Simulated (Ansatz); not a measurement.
ZnS (zinc blende, F-43m), the program Ansatz at the LDA level (PAW). The conduction-band minimum lies at Γ, with 1 equivalent valley. Second derivatives d²E/dk² of the lowest band at one valley (eV·Å²), along Cartesian directions:

```
direction  d²E/dk²
---------  -------
[100]        45.60
[010]        45.60
[001]        45.60
[110]        45.57
[101]        45.57
[011]        45.57
```

**Question.** Find the principal effective masses, the density-of-states mass and the conductivity mass.

**Answer.** Off-diagonal terms follow from H_xy = H[110] − (H_xx + H_yy)/2, and m*/mₑ = 7.620 eV·Å² over each eigenvalue: 0.17, 0.17, 0.17. One valley's DOS mass (m₁m₂m₃)^(1/3) = 0.17, conductivity mass 3/(Σ 1/mᵢ) = 0.17 mₑ.

**Question.** What effective density of states Nc follows at 300 K for parabolic valleys?

**Answer.** Nc = 2.509e19 × 1 × (0.17)^(3/2) ≈ 1.8e18 cm⁻³.

**Question.** With the computed static dielectric constant 8.82 (mean of the diagonal), estimate a hydrogenic donor's binding energy and radius.

**Answer.** E = 13.606 eV × 0.17/8.82² ≈ 30 meV; a = 0.529 Å × ε/m* ≈ 27 Å. Semilocal masses tend to be too small where the gap is.

**Question.** With ε∞ = 6.18 and ω_LO = 348 cm⁻¹, what Fröhlich coupling constant follows?

**Answer.** α = (1/ε∞ − 1/ε0) √(m* × 13.606 eV/ħω_LO) = 0.35.

Symmetry was held in the LDA relaxation; phonons on a q-mesh show no instability.

Potentials: the later of the program's two PAW sets.
